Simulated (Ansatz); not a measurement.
## SrSi2Pd2: input and output of an SCF run

The cell (5 atoms) is SrSi2Pd2 as a measured crystal structure (space group I4/mmm). Source: COD entry 1538944, which need not be the ambient phase.

Method: Ansatz development build ahead of 0.2.0, DFT, LDA, PAW, plane waves, scalar-relativistic.

The input:

```yaml
crystal:
  lattice:
    - [-2.155, 2.155, 4.938]
    - [2.155, -2.155, 4.938]
    - [2.155, 2.155, -4.938]
  atoms:
    - { symbol: Si, position: [0.375, 0.375, 0.0] }
    - { symbol: Si, position: [0.625, 0.625, 0.0] }
    - { symbol: Sr, position: [0.0, 0.0, 0.0] }
    - { symbol: Pd, position: [0.75, 0.25, 0.5] }
    - { symbol: Pd, position: [0.25, 0.75, 0.5] }
hamiltonian:
  xc: lda
  pseudopotentials: { kind: paw }
basis:
  ecutwfc: 420
kpoints:
  mp_grid: { grid: [7, 7, 9] }
scf:
  occupations: { method: gaussian, width: 0.1 }
  lower_state_search: "off"
  algorithm: density_mixing
  max_iter: 100
  mixing: { algorithm: anderson, beta: 0.5, globalisation: backtrack }
output:
  forces: true
  stress: true
```

Launched as:
```sh
ansatz run input.yaml --threads 2 --pin off --max-ram 5120MiB --backend cpu --events-out ev --progress --plain --runs-dir out
```

What the program printed (shortened):

```
Warning: crystal.symmetry: narrowed to the stabiliser of the k-point mesh — unitary ops 16 → 4; excluded 12 operations that carry a point of the 7×7×9 mesh (shift [0, 0, 0]) off the mesh (the run samples exactly the mesh kpoints.mp_grid names, as under crystal.symmetry.detect: false, and its converged state has the mesh's symmetry, not the crystal's; [...]
Pseudopotentials: kind: paw
Pseudopotential: Si, paw, valence charge 4, recommended cutoff 420 eV (normal), Si.paw.azcp
Pseudopotential: Sr, paw, valence charge 10, recommended cutoff 420 eV (normal), Sr.paw.azcp
Pseudopotential: Pd, paw, valence charge 18, recommended cutoff 420 eV (normal), Pd.paw.azcp
Functional definition: SPW92
Crystal: 5 atoms, lattice volume = 91.729 Å³
Basis set: ecut = 420 eV, 1761 PW (Γ)
Bands: 32, of which v1, the nominal top of the filled ones, is band 27 counted from 1 (26 counted from 0)
Symmetry: 4 space group operations
k-points: 128 of 441
Non-local potential: Si, projectors of the file, l = 0: 2, l = 1: 2, l = 2: 2
Non-local potential: Sr, projectors of the file, l = 0: 3, l = 1: 2, l = 2: 2
Non-local potential: Pd, projectors of the file, l = 0: 2, l = 1: 2, l = 2: 2, l = 3: 1
PAW frozen core: Si, regenerated for the run's functional, and the local potential with it (the file was generated under x = pbe(κ = 0.804, μ = 0.2195149727645171), c = pbe(β = 0.06672455060314922))
PAW frozen core: Sr, regenerated for the run's functional, and the local potential with it (the file was generated under x = pbe(κ = 0.804, μ = 0.2195149727645171), c = pbe(β = 0.06672455060314922))
PAW frozen core: Pd, regenerated for the run's functional, and the local potential with it (the file was generated under x = pbe(κ = 0.804, μ = 0.2195149727645171), c = pbe(β = 0.06672455060314922))
Initial density: superposition of atomic densities (neutral atoms: chi_scale 0, normalization atom), corrected by the library's trained network
Initial wavefunctions: pseudopotential atomic-orbital guess
Functional: x = slater, c = lda
iter 1 solved again at ethr=1.50e-5 eV; its pass at ethr=3.10e-3 eV (dr2=2.70e-2 eV) is discarded
SCF iter   1: F=—  HF=-18354.856485 eV  |F-HF|=—  |Δ(HF+E_count)|=         —  Δρ=7.01e-3  dr2=3.58e-2  ethr=1.50e-5  ⟨swp⟩=2.2  Hψ=26074  notcnv=0
eigensolver tolerance schedule calibrated: the retry pair's looser diagonalisation under-reported the residual by θ = 0.24 (0.11/decade); ethr = c·dr2/N_el runs at the constant in force after the calibration composes with the one it found (an armed cap, an earlier calibration), c = 3.0e-2
preconditioner: auto → Kerker (q_TF=auto, 2.498 Å⁻¹)  [metal: Δε(μ)=0.015 eV  Ē_g=8.797 eV  σ=0.100 eV  W_gap=0.08  n_scr=30 (ndim 8)  ℏωp=23.3 eV  f_vac=0.000  D(μ)=3.18/eV (n_scr^D=30)]
SCF iter   2: F=-18354.847277 eV  HF=-18354.850554 eV  |F-HF|=3.28e-3  |Δ(HF+E_count)|=   5.93e-3  Δρ=2.98e-3  dr2=6.29e-3  ethr=1.50e-5  ⟨swp⟩=2.0  Hψ=7324  notcnv=0  κ⁻¹=1.0e0(r=1)
SCF iter   3: F=-18354.848795 eV  HF=-18354.849818 eV  |F-HF|=1.02e-3  |Δ(HF+E_count)|=   7.37e-4  Δρ=1.83e-3  dr2=2.44e-3  ethr=3.49e-6  ⟨swp⟩=2.3  Hψ=6103  notcnv=0  κ⁻¹=3.3e-2(r=2)
SCF iter   4: F=-18354.849258 eV  HF=-18354.849300 eV  |F-HF|=4.15e-5  |Δ(HF+E_count)|=   5.18e-4  Δρ=4.43e-4  dr2=9.33e-5  ethr=1.35e-6  ⟨swp⟩=2.0  Hψ=6559  notcnv=0  κ⁻¹=1.4e-4(r=3)
SCF iter   5: F=-18354.849272 eV  HF=-18354.849278 eV  |F-HF|=5.91e-6  |Δ(HF+E_count)|=   2.19e-5  Δρ=7.42e-5  dr2=9.35e-6  ethr=5.18e-8  ⟨swp⟩=2.0  Hψ=7327  notcnv=0  κ⁻¹=1.1e-5(r=4)
SCF iter   6: F=-18354.849275 eV  HF=-18354.849276 eV  |F-HF|=1.40e-6  |Δ(HF+E_count)|=   2.06e-6  Δρ=3.60e-5  dr2=1.96e-6  ethr=5.19e-9  ⟨swp⟩=2.0  Hψ=6439  notcnv=0  κ⁻¹=2.8e-6(r=5)
SCF iter   7: F=-18354.849275 eV  HF=-18354.849276 eV  |F-HF|=7.07e-8  |Δ(HF+E_count)|=   5.14e-7  Δρ=1.31e-5  dr2=1.37e-7  ethr=1.09e-9  ⟨swp⟩=2.0  Hψ=7300  notcnv=0  κ⁻¹=1.9e-7(r=6)
SCF iter   8: F=-18354.849275 eV  HF=-18354.849275 eV  |F-HF|=4.48e-9  |Δ(HF+E_count)|=   1.07e-8  Δρ=3.96e-6  dr2=1.25e-8  ethr=5.56e-11  ⟨swp⟩=5.0  Hψ=14729  notcnv=0
SCF 1 converged in 8 iterations: F = -18354.849275 eV  dr2 = 1.25e-8
  greatest PAW one-centre occupation: 0.998 electrons in one spin orbital (limit 2), on the Pd atom at site 4 (counted from 0), in its partial waves of l = 0
SCF converged after 8 iterations
Stability not checked: this state was not tested for a lower state beside it, because the mixer in use, unlike msr1, does not test its closes by its own steps (another_mixer; see scf.mixing.algorithm and scf.lower_state_search)
Free energy (F): -18354.849275 eV
Harris-Foulkes:  -18354.849275 eV  (|F-HF|=4.48e-9)
Internal energy: -18354.833415 eV  (E = F + TS)
E sigma→0 (E₀):  -18354.841345 eV
Entropy (-TS):   -0.015860 eV (-3.172 meV/atom)
Fermi energy:    12.488922 eV
--- Per-component energies (eV) ---
  E_band       = -556.444634
  E_kinetic    = 1358.175346
  E_local      = -6309.745576  (includes V_loc(G=0)·N_el)
  E_nonlocal   = 702.067046
  E_hartree    = 2544.306305
  E_xc         = -619.783952
  E_vxc        = -682.993643  (∫ρ·V_xc dr)
  E_paw        = -10814.215396  (= ΣΔE_a)
  E_vpaw       = -712.567535  (= ΣTr[D̂ρ^β])
  E_aug_tail   = 0.000397  (compensation charges beyond the density's cutoff)
  E_ewald      = -5217.461851
  E_core_change = 1.824264  (= ΣΔE_core)
  E_smearing   = -0.015860  (= −TS)
  E_closure    = 0.000000  (closes the sum)
  Σ components = -18354.849275   (vs F -18354.849275, Δ=0.00e0)
--- Forces (eV/Å), atoms counted from 1 ---
  atom   1  Si     0.00264461     0.00264461    -0.38742522
  atom   2  Si    -0.00264461    -0.00264461     0.38742522
  atom   3  Sr     0.00000000    -0.00000000     0.00000000
  atom   4  Pd    -0.00554826     0.00554826     0.00000000
  atom   5  Pd     0.00554826    -0.00554826    -0.00000000
  max |Σ_I F_I| component: 0.00e0 eV/Å
--- Stress (GPa, compression-positive) ---
       -5.463565       0.015192      -0.015940
        0.015192      -5.463565      -0.015940
       -0.015940      -0.015940      -3.875187
  P = ⅓ Tr σ = -4.9341 GPa (-49.341 kbar)
```

The mesh has less symmetry than the lattice, which lowers the symmetry of the run.

The run took 11 s on 2 threads of Arm Neoverse V2 (shared host), peak memory 0.53 GiB.
